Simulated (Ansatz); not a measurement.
# Property card for YB$_{3}$C$_{3}$

YB₃C₃:
```xyz
14
Lattice="4.8061 0.0000 0.0000 0.0000 4.8061 0.0000 0.0000 0.0000 4.8061" Properties=species:S:1:pos:R:3 pbc="T T T"
Y      0.0000     0.0000     0.0000
Y      2.4031     2.4031     2.4031
B      1.2015     2.4031     0.0000
B      3.6046     2.4031     0.0000
B      0.0000     1.2015     2.4031
B      0.0000     3.6046     2.4031
B      2.4031     0.0000     1.2015
B      2.4031     0.0000     3.6046
C      1.2015     0.0000     2.4031
C      3.6046     0.0000     2.4031
C      2.4031     1.2015     0.0000
C      2.4031     3.6046     0.0000
C      0.0000     2.4031     1.2015
C      0.0000     2.4031     3.6046
```

Space group Pm-3n (No. 223); conventional cell a = b = c = 4.8061 Å, α = β = γ = 90.00°.

Method: plane-wave PAW PBE (Ansatz code). Geometry: relaxed at this level of theory. Other levels are named where they apply.

### Cell and energy

```
Item                                                           Result
-----------------------------------------------------  --------------
Volume per atom                                               7.93 Å³
Density                                                    4.71 g/cm³
Formation energy from the elements (no fitted shifts)  -0.063 eV/atom
```

### Electronic structure

```
Item                                                                                                                       Value
---------------------------------------------------------------------  ---------------------------------------------------------
Band gap                                                                                                      0.27 eV (indirect)
Valence-band maximum                                                                                                        at Γ
Conduction-band minimum                                                                              at M (3 equivalent valleys)
Smallest direct gap on the standard path                                                                                 1.41 eV
Electron effective mass with spin–orbit coupling                                          0.23, 0.42, 0.42 mₑ (principal values)
Hole effective mass, band 1 of 3 at the edge                             1.3 along [100], 1.3 along [110], 0.60 along [111] (mₑ)
Hole effective mass, band 2 of 3 at the edge                            1.3 along [100], 0.47 along [110], 0.60 along [111] (mₑ)
Hole effective mass, band 3 of 3 at the edge                           0.24 along [100], 0.36 along [110], 0.43 along [111] (mₑ)
Hole effective mass with spin–orbit coupling, band 1 of 2 at the edge   1.3 along [100], 0.79 along [110], 0.60 along [111] (mₑ)
Hole effective mass with spin–orbit coupling, band 2 of 2 at the edge  0.35 along [100], 0.40 along [110], 0.47 along [111] (mₑ)
Gap with spin–orbit coupling                                                                                             0.25 eV
```

### Mechanics

```
Property                             Result
----------------------------------  -------
Bulk modulus (Birch–Murnaghan fit)  254 GPa
Pressure derivative B′                  3.8
```

The start of the workflow was typed in or built on a structure type; neither database checked (COD, Materials Project) lists it. Its standing as an ambient phase is unchecked. The cell was relaxed with PBE under the symmetry of its start; whether a distortion lowers the energy is not shown. The run is not spin-polarised. The references are the lowest solids computed at this level, not always the standard phases. Scalar-relativistic: spin–orbit coupling is off unless named, which matters more the heavier the elements.

Potentials: the earlier of the program's two PAW sets.
